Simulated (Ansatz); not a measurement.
Space group P-31m (No. 162). a = 5.291 Å, b = 5.291 Å, c = 4.930 Å, α = 90.00°, β = 90.00°, γ = 120.00°
```
atom site symmetry x y z
  Ta    6k       ..m  0.6667  0.6667  0.7533
   N    2d       3.2  0.6667  0.3333  0.5000
   N    1a      -3.m  0.0000  0.0000  0.0000
```

Equation of state of this Ta₂N structure (not necessarily the ground state), with shape and atoms relaxed at each volume where symmetry leaves them free. It has no gap at any of these volumes. Computed with Ansatz 0.2.0, DFT r2SCAN, scalar-relativistic, plane waves, PAW.

Plane waves to 500 eV, a k mesh through Γ of 12×12×8 on the computed 9-atom cell and Gaussian smearing (0.10 eV); no spin polarisation.

```tsv
V (Å³/atom)	E − E(largest V) (meV/atom)	P (GPa)
12.086	78.29	34.61
12.484	9.35	21.22
12.882	-28.79	9.78
13.281	-40.60	0.00
13.679	-29.91	-8.35
14.078	0.00	-15.49
```

Q: Fit a third-order Birch–Murnaghan equation to E(V).

A: V0 = 13.28 Å³/atom, B0 = 301 GPa, B0' = 4.2.

Spin-orbit coupling is left out, which matters for the bands of heavy elements. Spin polarisation was left out, and a magnetic state may lie lower.